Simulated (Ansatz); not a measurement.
ZnIr (P-6m2); total moment held at 0.2 μB.

```yaml
crystal:
  lattice:
    - [2.77718, 0.00000, 0.00000]
    - [-1.38859, 2.40511, 0.00000]
    - [0.00000, 0.00000, 4.16386]
  atoms:
    - { symbol: Zn, position: [0.66667, 0.33333, 0.50000] }
    - { symbol: Ir, position: [0.00000, 0.00000, 0.00000] }
```

The geometry is a structure from the Materials Project, held fixed and not relaxed.

Settings: LDA, 14×14×8 k mesh, Fermi–Dirac smearing of 0.03 eV. LAPW is all-electron LAPW in Ansatz 0.2.0. Site moments are integrated in spheres about the atoms. Start moments (μB): Ir2 0.2.

The self-consistent cycle went as follows.

```json
{"iteration": "1", "Harris–Foulkes energy less the last (meV)": "-671.256", "density residual (eV)": "1.4e+00", "M (μB)": "0.2000", "∫|m| (μB)": "0.2002"}
{"iteration": "2", "Harris–Foulkes energy less the last (meV)": "-211.745", "density residual (eV)": "4.9e-01", "M (μB)": "0.2000", "∫|m| (μB)": "0.2002"}
{"iteration": "3", "Harris–Foulkes energy less the last (meV)": "-131.697", "density residual (eV)": "4.1e-01", "M (μB)": "0.2000", "∫|m| (μB)": "0.2002"}
{"iteration": "4", "Harris–Foulkes energy less the last (meV)": "-19.567", "density residual (eV)": "7.8e-02", "M (μB)": "0.2000", "∫|m| (μB)": "0.2002"}
{"iteration": "5", "Harris–Foulkes energy less the last (meV)": "-10.996", "density residual (eV)": "4.5e-03", "M (μB)": "0.2000", "∫|m| (μB)": "0.2002"}
{"iteration": "6", "Harris–Foulkes energy less the last (meV)": "-0.473", "density residual (eV)": "3.1e-04", "M (μB)": "0.2000", "∫|m| (μB)": "0.2002"}
{"iteration": "7", "Harris–Foulkes energy less the last (meV)": "-0.003", "density residual (eV)": "4.4e-05", "M (μB)": "0.2000", "∫|m| (μB)": "0.2002"}
{"iteration": "8", "Harris–Foulkes energy less the last (meV)": "-0.007", "density residual (eV)": "1.1e-05", "M (μB)": "0.2000", "∫|m| (μB)": "0.2002"}
{"iteration": "9", "Harris–Foulkes energy less the last (meV)": "0.000", "density residual (eV)": "1.1e-06", "M (μB)": "0.2000", "∫|m| (μB)": "0.2002"}
{"iteration": "10", "Harris–Foulkes energy less the last (meV)": "0.000", "density residual (eV)": "5.8e-08", "M (μB)": "0.2000", "∫|m| (μB)": "0.2002"}
{"iteration": "11", "Harris–Foulkes energy less the last (meV)": "0.000", "density residual (eV)": "1.2e-08", "M (μB)": "0.2000", "∫|m| (μB)": "0.2002"}
```

Site moments (μB): Zn1 0.02, Ir2 0.16. Cell moment 0.20 μB.

The Ansatz runs typed with the search for lower states off end where their start leads. Spin–orbit coupling is left out although heavy atoms are present. These are results for the start and cell typed. The real compound can order otherwise, in a larger cell, or not at all, since semilocal functionals at zero temperature often overstate magnetism.
